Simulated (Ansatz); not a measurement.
A geometry of Cu away from equilibrium: the start of the relaxation of a relaxed Cu cell, doubled along one cell vector, shaken by Gaussian noise of σ = 0.08 Å a coordinate. All values below come from PBEsol (plane waves to 420 eV, PAW, scalar-relativistic; Ansatz, a first-principles code). Γ-centred k-mesh 15×15×4 on the run's cell (coarser than for final values), Fermi–Dirac smearing 0.05 eV.

```xyz
4
Lattice="2.5116 0.0000 0.0000 -1.2558 2.1751 0.0000 0.0000 0.0000 8.2887" Properties=species:S:1:pos:R:3 pbc="T T T"
Cu     0.0418     1.3839     1.0790
Cu    -0.0891     1.4283     5.1069
Cu     1.2747     0.8248     2.9446
Cu     1.2718     0.6221     7.2513
```

Question: Which atoms carry the largest force, and which way does it point?

Answer: 1.66 eV/Å, on Cu3 (atoms numbered as listed); on Cu3 its components are (-0.01, -0.26, 1.64).

Question: What is the pressure?

Answer: +2.2 GPa, compression positive.

No spin polarisation in the result.

The end of the path is a generated cell of Cu: the first start was made by placing the elements on the sites of a structure type, and the end was not matched to a known phase here, so it may be hypothetical. Known forms of Cu include space group No. 225.
